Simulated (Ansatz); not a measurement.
BaGaSnH in space group P3m1 (No. 156; Ba on 1b, Ga on 1a, Sn on 1c, H on 1a), PBEsol (plane waves, PAW; program Ansatz), all energies at zero smearing, with the estimated change up to a 700 eV cutoff added, with one set of potentials and settings (totals compare only within such a set). Cell of 4 atoms (1 Ba, 1 Ga, 1 Sn, 1 H): -15573.458 eV.

| element | reference phase | E (eV/atom) |
|---|---|---|
| Ba | Im-3m, 1 atoms in the cell | -5862.6098 |
| Ga | Cmce, 4 atoms in the cell | -3743.2031 |
| Sn | I4_1/amd, 2 atoms in the cell | -5949.7830 |
| H | Cmce, 4 atoms in the cell | -15.6194 |

Formation energy per atom, worked out: (-15573.458 − 1×(-5862.6098) − 1×(-3743.2031) − 1×(-5949.7830) − 1×(-15.6194))/4 = -0.561 eV/atom (-54 kJ per mol of atoms), at 0 K, without zero-point energy or fitted corrections.

The first step of the workflow began from a Materials Project structure, measured or hypothetical; the Crystallography Open Database files this formula in space group No. 156, but the cells were not matched. Its standing as an ambient phase is unchecked. The PBEsol relaxation kept the symmetry of its start; its stability against distortions is not shown here. The references are the lowest solids computed at this level, not always the standard phases (solids in place of the gases). Scalar-relativistic: spin–orbit coupling is off unless named, which matters more the heavier the elements.

Potentials: the later of the program's two PAW sets.
